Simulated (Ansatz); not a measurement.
BaTiO$_{3}$:
Space group P4mm (No. 99); a = b = 3.9263 Å, c = 3.9744 Å, α = β = γ = 90.00°

| atom | site | symmetry | x | y | z |
|---|---|---|---|---|---|
| Ti | 1b | 4mm | 0.5000 | 0.5000 | 0.4411 |
| Ba | 1a | 4mm | 0.0000 | 0.0000 | 0.9287 |
| O | 1b | 4mm | 0.5000 | 0.5000 | 0.9075 |
| O | 2c | 2mm. | 0.0000 | 0.5000 | 0.4143 |

Relaxed at zero pressure with the program Ansatz at the LDA level (PAW).

Question: The volume is raised by 3 % and shape and atoms relax at that volume. What pressure results, and how do the axes share the change?

Answer: -4.0 GPa; a 0.5 %, b 0.5 %, c 2.0 %; the energy rises by 5 meV/atom.

Question: Give the new structure.

Answer: 
Space group P4mm (No. 99); a = 3.945 Å, b = 3.945 Å, c = 4.055 Å, α = 90.00°, β = 90.00°, γ = 90.00°

| atom | site | symmetry | x | y | z |
|---|---|---|---|---|---|
| Ti | 1b | 4mm | 0.5000 | 0.5000 | 0.4490 |
| Ba | 1a | 4mm | 0.0000 | 0.0000 | 0.9337 |
| O | 1b | 4mm | 0.5000 | 0.5000 | 0.8992 |
| O | 2c | 2mm. | 0.0000 | 0.5000 | 0.4120 |

The phase is kept; no other phase was compared at this pressure.

The LDA relaxation kept the symmetry of its start. At this level the phase is dynamically unstable (imaginary phonons). The run is not spin-polarised. Scalar-relativistic: spin–orbit coupling is off unless named, which matters more the heavier the elements.

Potentials: the later of the program's two PAW sets.
